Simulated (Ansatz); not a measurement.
Ag:
```
CELL_PARAMETERS angstrom
      0.00000     3.10907     3.10907
      3.10907     0.00000     3.10907
      3.10907     3.10907     0.00000
ATOMIC_POSITIONS crystal
  Ag 0.00000 0.00000 0.00000
  Ag 0.25000 0.25000 0.25000
```

Relaxed with PBE. Special points in fractions of this cell's reciprocal vectors: Γ (0.000, 0.000, 0.000); X (0.500, 0.000, 0.500); U (0.625, 0.250, 0.625); K (0.375, 0.375, 0.750); L (0.500, 0.500, 0.500); W (0.500, 0.250, 0.750).

List the band energies nearest the Fermi level at these points for PBE with spin–orbit coupling in the plane-wave PAW code Ansatz.

In eV from the Fermi level; about four levels below and three above (degenerate sets whole), none deeper than 8.9 eV; points with the same levels are listed once.

| k | below | above |
|---|---|---|
| Γ | -2.66 -2.66 -2.66 -2.66 | 8.02 8.02 8.57 8.57 8.57 8.57 |
| X | -2.59 -2.59 -2.59 -2.59 | 0.06 0.06 0.06 0.06 |
| U | -2.44 -2.44 -0.06 -0.06 | 0.50 0.50 1.74 1.74 |
| L | -0.95 -0.95 -0.60 -0.60 | 5.88 5.88 6.22 6.22 |
| W | -2.54 -2.54 -2.41 -2.41 | 0.35 0.35 0.41 0.41 |

Space group Fd-3m (diamond). The start of the workflow was typed in or built on a structure type; neither database checked (COD, Materials Project) lists it. It is not the phase usual at ambient conditions (space group No. 225). The PBE relaxation kept the symmetry of its start; its stability against distortions is not shown here. The run is not spin-polarised.

Potentials: the earlier of the program's two PAW sets.
